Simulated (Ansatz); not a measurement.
SnSe2:
```cif
data_Se2Sn
_chemical_formula_sum 'Sn1 Se2'
_space_group_name_H-M_alt 'P-3m1'
_space_group_IT_number 164
_space_group_name_Hall '-P 3 2"'
_cell_length_a 3.82904
_cell_length_b 3.82904
_cell_length_c 6.28496
_cell_angle_alpha 90.000
_cell_angle_beta 90.000
_cell_angle_gamma 120.000
loop_
_atom_site_label
_atom_site_type_symbol
_atom_site_symmetry_multiplicity
_atom_site_Wyckoff_symbol
_atom_site_fract_x
_atom_site_fract_y
_atom_site_fract_z
_atom_site_occupancy
Sn1 Sn 1 a 0.00000 0.00000 0.00000 1
Se1 Se 2 d 0.33333 0.66667 0.25038 1
```

Relaxed with r²SCAN+D4. 

HSE06 on this cell (Ansatz, a first-principles code, PAW) gives a gap of 1.30 eV. What does r²SCAN+D4 give?

0.96 eV.

Cost on shared cores: the r²SCAN+D4 run (SCF on a 8×8×5 mesh, then bands and DOS) roughly 70 core-seconds, the HSE06 run (SCF on 6×6×4, then a few points) around 4 core-minutes (rough); the tasks are unlike.

The cell was relaxed with r²SCAN+D4 under the symmetry of its start. Spin–orbit coupling is left out wherever it is not named.

Potentials: the later of the program's two PAW sets.

Ansatz is a plane-wave DFT program.
